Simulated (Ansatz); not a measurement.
Relaxed polymorphs of Cu. These are PBEsol (plane waves to 420 eV, PAW, scalar-relativistic; Ansatz, a program for electronic structure) values and carry that method's errors. One row is withheld; estimate it from its structure type, its coordination and the trend of the others.

```
structure                                 coordination  E − E(first row) (eV/atom)  V (Å³/atom)
---------------------------  -------------------------  --------------------------  -----------
Fm-3m, cF4, fcc (Cu type)        Cu 12 (cuboctahedral)                        0.00        11.31
I4₁/amd, tI4                                         –                        0.37        12.44
Ia-3, cI16                                           –                        0.94        15.00
Im-3m, cI2, bcc (W type)                Cu 8 (cubic)+6                         [?]          [?]
P6₃/mmc, hP2, hcp (Mg type)  Cu 12 (anticuboctahedral)                        0.01        11.32
```

Problem. Some entries are withheld; supply them.

Solution. 
- Im-3m, cI2, bcc (W type), E − E(first row) (eV/atom): 0.04
- Im-3m, cI2, bcc (W type), V (Å³/atom): 11.36

The withheld cell: Im-3m (No. 229), cI2, bcc (W type); a = 2.832 Å, b = 2.832 Å, c = 2.832 Å, α = 90.00°, β = 90.00°, γ = 90.00°; Cu 2a (0.000, 0.000, 0.000). Coordination numbers (neighbours up to the widest gap in distance over summed covalent radii, below 1.35; n+m marks a second, longer set).

Each run could gain symmetry but not lose that of its start, so entries can be saddle points. From databases, or of a type measured for this composition: Fm-3m, cF4, fcc (Cu type); the others are generated cells (placed on structure types, drawn at random, substituted or restacked) that were not matched to a known phase here. Energies are at zero temperature and pressure, without zero-point motion. Each cell has its own k-point mesh; energy differences are given only to the digits this allows. No spin polarisation in the result.
